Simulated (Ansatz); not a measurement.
Starting cell, CdTe (zinc blende):

```xyz
2
Lattice="0.0000 3.3090 3.3090 3.3090 0.0000 3.3090 3.3090 3.3090 0.0000" Properties=species:S:1:pos:R:3 pbc="T T T"
Te     4.9635     4.9635     4.9635
Cd     0.0000     0.0000     0.0000
```

In each cell atom 1 (Te, nearest neighbour Cd at 2.866 Å; its periodic images, 4.7 Å or more away, move with it) moves by s·(0.000, 0.000, 1.000) (along Cartesian z), the rest being held.

Method: PBE (plane waves to 420 eV, PAW, scalar-relativistic; Ansatz, a program for electronic structure). k mesh 7×7×7 (Γ-centred), Fermi-Dirac smearing 0.05 eV. Energies are smeared free energies. F∥ is the force on the atom along that direction. CdTe was relaxed with its symmetry unable to fall. Spin-orbit coupling is left out, though Te is heavy. ΔE is measured from the undisplaced structure.

What ΔE (meV/cell) and F∥ (eV/Å) does the calculation give at s (Å) = -0.290, -0.232, -0.058, 0.058, 0.116, 0.174, 0.232, 0.290?


| s (Å) | ΔE (meV/cell) | F∥ (eV/Å) |
|---|---|---|
| -0.290 | 154.0 | 1.044 |
| -0.232 | 99.1 | 0.845 |
| -0.058 | 6.3 | 0.216 |
| 0.058 | 6.3 | -0.216 |
| 0.116 | 25.0 | -0.430 |
| 0.174 | 56.0 | -0.640 |
| 0.232 | 99.1 | -0.845 |
| 0.290 | 154.0 | -1.044 |

(A displaced cell: forces are minus the slopes of the energy, force constants its curvatures, and phonons follow from these.)
